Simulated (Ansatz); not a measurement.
Ge:
```cif
data_Ge16
_chemical_formula_sum 'Ge16'
_space_group_name_H-M_alt 'Fmmm'
_space_group_IT_number 69
_space_group_name_Hall '-F 2 2'
_cell_length_a 5.17954
_cell_length_b 5.72064
_cell_length_c 10.14732
_cell_angle_alpha 90.000
_cell_angle_beta 90.000
_cell_angle_gamma 90.000
loop_
_atom_site_label
_atom_site_type_symbol
_atom_site_symmetry_multiplicity
_atom_site_Wyckoff_symbol
_atom_site_fract_x
_atom_site_fract_y
_atom_site_fract_z
_atom_site_occupancy
Ge1 Ge 8 i 0.00000 0.00000 0.21537 1
Ge2 Ge 8 h 0.00000 0.27483 0.00000 1
```
(The calculation used a cell of 4 atoms; values per cell refer to that cell.)

Relaxed with r²SCAN.

**Question.** Which orbitals make up the states near the Fermi level in DFT-r²SCAN in the program Ansatz with PAW potentials?

**Answer.** Within 0.5 eV of the Fermi level: Ge 4p 81 %, Ge 4s 16 %. Projections are on Löwdin-orthogonalised atomic valence shells; empty p or d shells of many metals are not among them.

**Question.** Tabulate the density of states.

**Answer.** States/eV per cell of 4 atoms, in 0.25 eV bins, energy from the Fermi level.

| E (eV) | total | Ge 4p | Ge 4s |
|---|---|---|---|
| -7.85 | 0.72 | 0.24 | 0.47 |
| -7.60 | 0.60 | 0.22 | 0.38 |
| -7.35 | 0.79 | 0.30 | 0.49 |
| -7.10 | 1.45 | 0.56 | 0.89 |
| -6.85 | 1.07 | 0.41 | 0.65 |
| -6.60 | 1.07 | 0.45 | 0.61 |
| -6.35 | 0.88 | 0.38 | 0.49 |
| -6.10 | 0.72 | 0.31 | 0.41 |
| -5.85 | 0.68 | 0.33 | 0.35 |
| -5.60 | 0.63 | 0.33 | 0.30 |
| -5.35 | 0.70 | 0.41 | 0.28 |
| -5.10 | 0.94 | 0.67 | 0.27 |
| -4.85 | 1.17 | 0.91 | 0.26 |
| -4.60 | 1.33 | 1.05 | 0.27 |
| -4.35 | 1.52 | 1.20 | 0.31 |
| -4.10 | 1.53 | 1.22 | 0.30 |
| -3.85 | 1.48 | 1.19 | 0.28 |
| -3.60 | 1.50 | 1.21 | 0.28 |
| -3.35 | 1.44 | 1.18 | 0.25 |
| -3.10 | 1.50 | 1.24 | 0.25 |
| -2.85 | 1.63 | 1.37 | 0.25 |
| -2.60 | 1.71 | 1.46 | 0.23 |
| -2.35 | 1.92 | 1.68 | 0.22 |
| -2.10 | 1.90 | 1.69 | 0.19 |
| -1.85 | 2.02 | 1.82 | 0.18 |
| -1.60 | 2.21 | 1.99 | 0.19 |
| -1.35 | 2.08 | 1.87 | 0.18 |
| -1.10 | 1.67 | 1.46 | 0.18 |
| -0.85 | 1.65 | 1.43 | 0.20 |
| -0.60 | 1.74 | 1.49 | 0.23 |
| -0.35 | 1.35 | 1.12 | 0.21 |
| -0.10 | 1.23 | 0.99 | 0.20 |
| 0.15 | 1.32 | 1.07 | 0.22 |
| 0.40 | 1.44 | 1.14 | 0.26 |
| 0.65 | 1.54 | 1.18 | 0.32 |
| 0.90 | 1.51 | 1.14 | 0.32 |
| 1.15 | 1.49 | 1.13 | 0.31 |
| 1.40 | 1.51 | 1.12 | 0.33 |
| 1.65 | 1.50 | 1.11 | 0.31 |
| 1.90 | 1.54 | 1.16 | 0.31 |
| 2.15 | 1.68 | 1.29 | 0.30 |
| 2.40 | 1.79 | 1.39 | 0.30 |
| 2.65 | 1.71 | 1.32 | 0.29 |
| 2.90 | 1.66 | 1.28 | 0.27 |
| 3.15 | 1.79 | 1.37 | 0.30 |
| 3.40 | 1.86 | 1.42 | 0.28 |
| 3.65 | 1.88 | 1.44 | 0.25 |
| 3.90 | 1.91 | 1.45 | 0.23 |
| 4.15 | 1.89 | 1.42 | 0.21 |
| 4.40 | 2.00 | 1.47 | 0.21 |
| 4.65 | 2.06 | 1.47 | 0.21 |

The first step of the workflow began from a Materials Project structure, measured or hypothetical; the Crystallography Open Database copy checked does not list it. It is not the phase usual at ambient conditions (space group No. 227). Symmetry was held in the r²SCAN relaxation; phonons show weakly imaginary modes. Scalar-relativistic: spin–orbit coupling is off unless named, which matters more the heavier the elements.

Potentials: the later of the program's two PAW sets.
